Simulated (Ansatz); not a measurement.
Relaxed-ion elastic tensor of Mg (hcp (Mg type), space group No. 194) in GPa (Voigt order), plane-wave PAW r²SCAN (Ansatz code); density 1.79 g/cm³, 22.55 Å³ per atom.

|  | 1 | 2 | 3 | 4 | 5 | 6 |
|---|---|---|---|---|---|---|
| 1 | 69.0 | 27.6 | 21.1 | 0.0 | 0.0 | 0.0 |
| 2 | 27.6 | 69.0 | 21.1 | 0.0 | 0.0 | 0.0 |
| 3 | 21.1 | 21.1 | 81.0 | 0.0 | 0.0 | 0.0 |
| 4 | 0.0 | 0.0 | 0.0 | 22.8 | 0.0 | 0.0 |
| 5 | 0.0 | 0.0 | 0.0 | 0.0 | 22.8 | 0.0 |
| 6 | 0.0 | 0.0 | 0.0 | 0.0 | 0.0 | 20.7 |

Question: Is the crystal mechanically stable?

Answer: Yes: the smallest eigenvalue of C is 20.7 GPa.

Question: Work out the Voigt, Reuss and Hill averages.

Answer: K_V = 39.8, K_R = 39.8, K_H = 39.8; G_V = 23.2, G_R = 22.8, G_H = 23.0 GPa.

Question: Give Young's modulus, Poisson's ratio, Pugh's ratio and the universal anisotropy index.

Answer: E = 9KG/(3K + G) = 57.9 GPa; ν = 0.26; K/G = 1.73 (near the Pugh limit of 1.75, no verdict); A_U = 5G_V/G_R + K_V/K_R − 6 = 0.08.

Question: Estimate the sound speeds and the Debye temperature.

Answer: v_l = √((K + 4G/3)/ρ) = 6280 m/s, v_t = √(G/ρ) = 3590 m/s, mean 3980 m/s; Θ = (h/k)(3n/4πV)^(1/3) v_m = 420 K.

Question: Solve the Christoffel equation for the three sound speeds along x, y, z.

Answer: Eigenvalues of C_ijkl n_j n_l equal ρv². In km/s, slowest first: x 3.40, 3.57, 6.21; y 3.40, 3.57, 6.21; z 3.57, 3.57, 6.73.

Question: How much does each axis shrink under pressure?

Answer: Linear compressibilities β_i = Σ_j S_ij (j = 1 to 3): x 8.6, y 8.6, z 7.8 per TPa.

Space group P6_3/mmc (hcp (Mg type)). The cell was relaxed with r²SCAN under the symmetry of its start; of distortions, only those at the zone centre were tested. As this level gives no gap, shear constants depend on the k-mesh and smearing (Fermi–Dirac, 0.1 eV here). On the denser mesh and wider smearing of the elastic run this cell carries a stress of 0.6 GPa.

Potentials: the later of the program's two PAW sets.
